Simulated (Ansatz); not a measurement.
Al2Ru:
```
Al2Ru
1.0
   -1.56093     1.56093     4.22237
    1.56093    -1.56093     4.22237
    1.56093     1.56093    -4.22237
Al Ru
2 1
Direct
  0.65909   0.65909   0.00000
  0.34091   0.34091   0.00000
  0.00000   0.00000   0.00000
```

Relaxed with r²SCAN. Special points in fractions of this cell's reciprocal vectors: Γ (0.000, 0.000, 0.000); X (0.000, 0.000, 0.500); P (0.250, 0.250, 0.250); N (0.000, 0.500, 0.000); M (0.500, 0.500, -0.500); S (0.284, 0.716, -0.284); S0 (-0.284, 0.284, 0.284); R (-0.068, 0.068, 0.500); G (0.500, 0.500, -0.068).

Problem. List the band energies nearest the Fermi level at these points for r²SCAN (plane waves, PAW; program Ansatz).

Solution. In eV from the Fermi level; about four levels below and three above (degenerate sets whole), none deeper than 8.9 eV; points with the same levels are listed once.

```json
[
 {"k": "Γ", "below": "-2.21 -2.21 -2.10 -1.18", "above": "2.51 4.72 6.43 6.43"},
 {"k": "X", "below": "-3.73 -3.29 -1.26 -0.48", "above": "0.38 1.97 1.99"},
 {"k": "P", "below": "-3.57 -1.93 -1.93 -0.53", "above": "0.38 1.45 3.52 3.52"},
 {"k": "N", "below": "-3.11 -3.03 -2.83 -1.63", "above": "0.66 3.22 5.29"},
 {"k": "M", "below": "-2.78 -1.76 -1.76 -1.15", "above": "3.34 3.34 6.47"},
 {"k": "S", "below": "-3.02 -2.78 -2.73 -1.60", "above": "0.36 3.44 6.08"},
 {"k": "R", "below": "-3.65 -3.29 -1.29 -1.15", "above": "0.25 2.08 2.53"}
]
```

Space group I4/mmm (MoSi2 or CaC2 type). The workflow started from a Materials Project entry (that database holds measured and hypothetical structures alike); the Crystallography Open Database copy checked does not list it. With Al and Ru taken as one species the cell has the higher symmetry I4/mmm, so it may be an ordered model of a mixed-site phase. Its standing as an ambient phase is unchecked. The r²SCAN relaxation kept the symmetry of its start; of distortions, only those at the zone centre were tested. No spin polarisation was allowed. The Fermi level of a semimetal is unsure by some 0.05 eV on such meshes. Scalar-relativistic: spin–orbit coupling is off unless named, which matters more the heavier the elements.

Potentials: the later of the program's two PAW sets.
